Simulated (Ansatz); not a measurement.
SrZn2N2 (I4/mcm), zone-centre modes

These are results of DFT PBEsol, scalar-relativistic, plane waves, PAW (Ansatz), not measurements. Cutoff 420 eV, Γ-centred 8×8×8 k-points, Gaussian smearing of 0.05 eV. No spin polarisation.

Zero of the scan (relaxed at this level; it needn't be the usual structure):

```
Sr Zn N
1.0
    -3.26162    3.26162    3.59889
     3.26162   -3.26162    3.59889
     3.26162    3.26162   -3.59889
Sr Zn N
2 4 4
Cartesian
  0.0000 0.0000 1.7994
  0.0000 0.0000 5.3983
  -0.8646 2.3970 3.5989
  4.1262 0.8646 0.0000
  0.8646 2.3970 0.0000
  2.3970 0.8646 3.5989
  2.1802 -1.0814 3.5989
  1.0814 4.3430 0.0000
  1.0814 2.1802 3.5989
  2.1802 1.0814 0.0000
```

Harmonic modes by finite displacements of 0.02 Å, without the LO–TO term.

Q: At this geometry, is the structure stable against these modes?

A: No: 5 modes are unstable, the strongest at 107i cm⁻¹.

Q: List the wavenumbers in cm⁻¹.

A: 107i, 94i, 88i, 88i, 45i, 0, 0, 0, 63, 63, 69, 80, 80, 143, 163, 189, 193, 193, 210, 228, 228, 319, 343, 414, 414, 454, 700, 700, 770, 772.

Cost: 1 run of about 19 core-minutes, on Arm Neoverse V1 (shared hosts).